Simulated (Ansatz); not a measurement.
HfS in space group P-6m2 (No. 187; Hf on 1a, S on 1f), plane-wave PAW PBE (Ansatz code), all energies at zero smearing, with the estimated change up to a 700 eV cutoff added, with one set of potentials and settings (totals compare only within such a set). Cell of 2 atoms (1 Hf, 1 S): -16627.259 eV.

| element | reference phase | E (eV/atom) |
|---|---|---|
| Hf | P6_3/mmc, 2 atoms in the cell | -15722.2087 |
| S | Fddd, 32 atoms in the cell | -902.0602 |

Formation energy per atom, worked out: (-16627.259 − 1×(-15722.2087) − 1×(-902.0602))/2 = -1.495 eV/atom (-144 kJ per mol of atoms), at 0 K, without zero-point energy or fitted corrections.

The workflow started from a Materials Project entry (that database holds measured and hypothetical structures alike); the Crystallography Open Database copy checked does not list it. Whether it is the stable phase at ambient conditions was not checked. The cell was relaxed with PBE under the symmetry of its start; whether a distortion lowers the energy is not shown. No spin polarisation was allowed. The references are the lowest solids computed at this level, not always the standard phases. Spin–orbit coupling is left out wherever it is not named.

Potentials: the earlier of the program's two PAW sets.
